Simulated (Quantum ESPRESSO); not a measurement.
Ru3IrAg3Ta, input and log of a self-consistent run

Simulated, not a measurement. The program is pw.x of Quantum ESPRESSO 7.5 (plane-wave density functional theory). The cell is made up: eight metal atoms on a hexagonal close-packed lattice, with elements, volume, strain and displacements drawn at random and not relaxed, so it may be unstable or far from any real phase. PseudoDojo standard norm-conserving files set the functional (PBE unless stated); there is no spin polarisation or spin-orbit coupling, the Fermi-Dirac width of 0.25 eV means electrons at about 2900 K, and the masses in the input are unused placeholders. Heavy elements are run without spin-orbit coupling, which real alloys of them have. A spin test at this wide smearing found no moment, but such smearing suppresses magnetism that the real alloy may have.

Input:

```
&control calculation='scf', pseudo_dir='./dojo.nc.sr.pbe.v0_5.standard.upf', outdir='./o', disk_io='minimal', tprnfor=.true., tstress=.true. /
&system ibrav=0, nat=8, ntyp=4, nbnd=82, ecutwfc=84.00895049, nosym=.true., tot_charge=0,
 occupations='smearing', smearing='fd', degauss=0.0183746611
/
&electrons conv_thr=1.470e-08, electron_maxstep=70, mixing_beta=0.5 /
ATOMIC_SPECIES
Ag 1.0 Ag.upf
Ir 1.0 Ir.upf
Ru 1.0 Ru.upf
Ta 1.0 Ta.upf
CELL_PARAMETERS angstrom
0.0 4.811 0.0
2.7776 0.0 4.4878
2.7776 0.0 -4.4878
ATOMIC_POSITIONS angstrom
Ru -0.0021 0.0383 -0.0113
Ir 2.7605 -0.0574 0.0321
Ag 2.781 1.5727 -2.308
Ru 2.7956 1.6085 2.2494
Ru 1.3999 2.4009 0.0084
Ag 4.1311 2.349 0.0101
Ag 1.3563 4.025 -2.2059
Ta 1.4191 4.0134 2.2488
K_POINTS automatic
5 5 5 1 1 1
```

The log is shortened where brackets say so; the opening notice, blank lines, dates and the lines on written files are dropped, and the path of the files is cut. It prints rydbergs, bohrs and kilobars, and counts compression as positive stress. Its total energy is the free energy E - TS of the whole cell.

```
     Program PWSCF v.7.5
     Parallel version (MPI & OpenMP), running on       4 processor cores
     Number of MPI processes:                 4
     Threads/MPI process:                     1
     [start-up lines left out]
     bravais-lattice index     =            0
     lattice parameter (alat)  =       9.0915  a.u.
     unit-cell volume          =     809.4036 (a.u.)^3
     number of atoms/cell      =            8
     number of atomic types    =            4
     number of electrons       =       135.00
     number of Kohn-Sham states=           82
     kinetic-energy cutoff     =      84.0090  Ry
     charge density cutoff     =     336.0358  Ry
     scf convergence threshold =      1.5E-08
     mixing beta               =       0.5000
     number of iterations used =            8  plain     mixing
     Exchange-correlation= PBE
                           (   1   4   3   4   0   0   0)
     [axes and pseudopotential details left out]
   Cartesian axes
     site n.     atom                  positions (alat units)
         1        Ru     tau(   1) = (  -0.0004365   0.0079609  -0.0023488  )
         2        Ir     tau(   2) = (   0.5737892  -0.0119310   0.0066722  )
         3        Ag     tau(   3) = (   0.5780503   0.3268967  -0.4797339  )
         4        Ru     tau(   4) = (   0.5810850   0.3343380   0.4675535  )
         5        Ru     tau(   5) = (   0.2909790   0.4990439   0.0017460  )
         6        Ag     tau(   6) = (   0.8586780   0.4882561   0.0020994  )
         7        Ag     tau(   7) = (   0.2819164   0.8366244  -0.4585117  )
         8        Ta     tau(   8) = (   0.2949699   0.8342133   0.4674288  )
     number of k points=    63  Fermi-Dirac smearing, width (Ry)=  0.0184
                       cart. coord. in units 2pi/alat
        k(    1) = (   0.1732071   0.1000000   0.0000000), wk =   0.0320000
        k(    2) = (   0.3464142   0.1000000  -0.1072017), wk =   0.0320000
     [further k points left out]
     Dense  grid:    84255 G-vectors     FFT dimensions: (  54,  60,  60)
     Estimated max dynamical RAM per process >     375.84 MB
     Estimated total dynamical RAM >       1.41 GB
     Initial potential from superposition of free atoms
     starting charge     134.9952, renormalised to     135.0000
     Starting wfcs are   80 randomized atomic wfcs +    2 random wfcs
     total cpu time spent up to now is        5.4 secs
     per-process dynamical memory:   296.7 Mb
     Self-consistent Calculation
     iteration #  1     ecut=    84.01 Ry     beta= 0.50
     Davidson diagonalization with overlap
     ethr =  1.00E-02,  avg # of iterations =  3.0
     total cpu time spent up to now is       20.5 secs
     total energy              =   -1895.90331681 Ry
     estimated scf accuracy    <       2.20082915 Ry
     iteration #  2     ecut=    84.01 Ry     beta= 0.50
     Davidson diagonalization with overlap
     ethr =  1.63E-03,  avg # of iterations =  2.6
     total cpu time spent up to now is       35.7 secs
     total energy              =   -1895.03602246 Ry
     estimated scf accuracy    <      16.62112354 Ry
     iteration #  3     ecut=    84.01 Ry     beta= 0.50
     Davidson diagonalization with overlap
     ethr =  1.63E-03,  avg # of iterations =  2.0
     total cpu time spent up to now is       49.4 secs
     total energy              =   -1896.77338531 Ry
     estimated scf accuracy    <       2.41460376 Ry
     iteration #  4     ecut=    84.01 Ry     beta= 0.50
     Davidson diagonalization with overlap
     ethr =  1.63E-03,  avg # of iterations =  1.2
     total cpu time spent up to now is       61.3 secs
     total energy              =   -1896.92822466 Ry
     estimated scf accuracy    <       0.28611598 Ry
     iteration #  5     ecut=    84.01 Ry     beta= 0.50
     Davidson diagonalization with overlap
     ethr =  2.12E-04,  avg # of iterations =  2.0
     total cpu time spent up to now is       73.9 secs
     total energy              =   -1896.93818395 Ry
     estimated scf accuracy    <       0.58838939 Ry
     [iterations 6 to 11 left out]
     iteration # 12     ecut=    84.01 Ry     beta= 0.50
     Davidson diagonalization with overlap
     ethr =  8.88E-09,  avg # of iterations =  2.5
     total cpu time spent up to now is      168.3 secs
     total energy              =   -1896.97891687 Ry
     estimated scf accuracy    <       0.00000517 Ry
     iteration # 13     ecut=    84.01 Ry     beta= 0.50
     Davidson diagonalization with overlap
     ethr =  3.83E-09,  avg # of iterations =  1.6
     total cpu time spent up to now is      181.5 secs
     total energy              =   -1896.97891747 Ry
     estimated scf accuracy    <       0.00000119 Ry
     iteration # 14     ecut=    84.01 Ry     beta= 0.50
     Davidson diagonalization with overlap
     ethr =  8.80E-10,  avg # of iterations =  1.8
     total cpu time spent up to now is      194.8 secs
     total energy              =   -1896.97891763 Ry
     estimated scf accuracy    <       0.00000003 Ry
     iteration # 15     ecut=    84.01 Ry     beta= 0.50
     Davidson diagonalization with overlap
     ethr =  2.16E-11,  avg # of iterations =  3.4
     total cpu time spent up to now is      211.2 secs
     total energy              =   -1896.97891763 Ry
     estimated scf accuracy    <       0.00000021 Ry
     iteration # 16     ecut=    84.01 Ry     beta= 0.50
     Davidson diagonalization with overlap
     ethr =  2.16E-11,  avg # of iterations =  2.0
     total cpu time spent up to now is      225.0 secs
     End of self-consistent calculation
     [lines on levels left out]
!    total energy              =   -1896.97891764 Ry
     estimated scf accuracy    <          9.5E-09 Ry
     smearing contrib. (-TS)   =      -0.11300371 Ry
     internal energy E=F+TS    =   -1896.86591392 Ry
     The total energy is F=E-TS. E is the sum of the following terms:
     one-electron contribution =    -506.54427005 Ry
     hartree contribution      =     344.16171110 Ry
     xc contribution           =    -314.83776717 Ry
     ewald contribution        =   -1419.64558781 Ry
     convergence has been achieved in  16 iterations
     Forces acting on atoms (cartesian axes, Ry/au):
     atom    1 type  3   force =     0.00819169   -0.03202674   -0.01859823
     atom    2 type  2   force =    -0.01521329    0.02051893    0.01046952
     atom    3 type  1   force =    -0.00760215    0.01367526    0.03261824
     atom    4 type  3   force =    -0.03486754   -0.00679135    0.00656685
     atom    5 type  3   force =    -0.00822598   -0.00526430    0.01022387
     atom    6 type  1   force =     0.01277636    0.01151582   -0.01206717
     atom    7 type  1   force =     0.03003153   -0.00628292   -0.00819975
     atom    8 type  4   force =     0.01490937    0.00465529   -0.02101333
     Total force =     0.084558     Total SCF correction =     0.000208
     Computing stress (Cartesian axis) and pressure
          total   stress  (Ry/bohr**3)                   (kbar)     P=      105.62
   0.00083973   0.00000923  -0.00013231          123.53        1.36      -19.46
   0.00000923   0.00067336  -0.00004951            1.36       99.05       -7.28
  -0.00013231  -0.00004951   0.00064087          -19.46       -7.28       94.28
     init_run     :      5.11s CPU      5.36s WALL (       1 calls)
     electrons    :    213.99s CPU    219.58s WALL (       1 calls)
     forces       :      2.21s CPU      2.23s WALL (       1 calls)
     stress       :      7.73s CPU      7.73s WALL (       1 calls)
     [timing details left out]
     PWSCF        :   3m49.16s CPU   3m55.04s WALL
     JOB DONE.
```

In other units: free energy -25809.713 eV for the cell, pressure 10.56 GPa, largest force component 0.896 eV/Å in size. The run took 237 s of wall time with four MPI processes on a shared machine (Intel Xeon, 2023 or later, virtual cores), so the time is rough. A rerun of this cell at a higher cutoff and on a denser mesh moved values by no more than 0.006 eV in energy, 0.10 GPa in stress and 0.009 eV/Å in force, and a second program with other atomic files agreed on that cell to 2 % rms in force and 0.5 GPa in pressure.